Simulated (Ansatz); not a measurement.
BaTiO₃:
```cif
data_Ba3O9Ti3
_chemical_formula_sum 'Ba3 Ti3 O9'
_space_group_name_H-M_alt 'R3m :H'
_space_group_IT_number 160
_space_group_name_Hall 'R 3 -2"'
_cell_length_a 5.68063
_cell_length_b 5.68063
_cell_length_c 6.99399
_cell_angle_alpha 90.000
_cell_angle_beta 90.000
_cell_angle_gamma 120.000
loop_
_atom_site_label
_atom_site_type_symbol
_atom_site_symmetry_multiplicity
_atom_site_Wyckoff_symbol
_atom_site_fract_x
_atom_site_fract_y
_atom_site_fract_z
_atom_site_occupancy
Ba1 Ba 3 a 0.00000 0.00000 0.00124 1
Ti1 Ti 3 a 0.00000 0.00000 0.51468 1
O1 O 9 b 0.16986 0.33971 0.31839 1
```
(The calculation used a cell of 5 atoms; values per cell refer to that cell.)

Relaxed at zero pressure with DFT-r²SCAN in the program Ansatz with PAW potentials.

### Question
The volume is raised by 3 % and shape and atoms relax at that volume. What pressure results, and how do the axes share the change?

### Answer
-3.1 GPa; a 0.9 %, b 0.9 %, c 1.2 %; the energy rises by 4 meV/atom.

### Question
Give the new structure.

### Answer

Space group R3m, hexagonal axes (No. 160); a = b = 5.7312 Å, c = 7.0772 Å, α = β = 90.00°, γ = 120.00°

```csv
atom,site,symmetry,x,y,z
Ba,3a,3m,0.0000,0.0000,0.0033
Ti,3a,3m,0.0000,0.0000,0.5183
O,9b,.m,0.1709,0.3417,0.3165
```

The phase is kept; no other phase was compared at this pressure.

This is a known low-temperature phase of the composition, computed here at zero pressure and temperature. The r²SCAN relaxation kept the symmetry of its start; of distortions, only those at the zone centre were tested. The run is not spin-polarised. Spin–orbit coupling is left out wherever it is not named.

Potentials: the earlier of the program's two PAW sets.
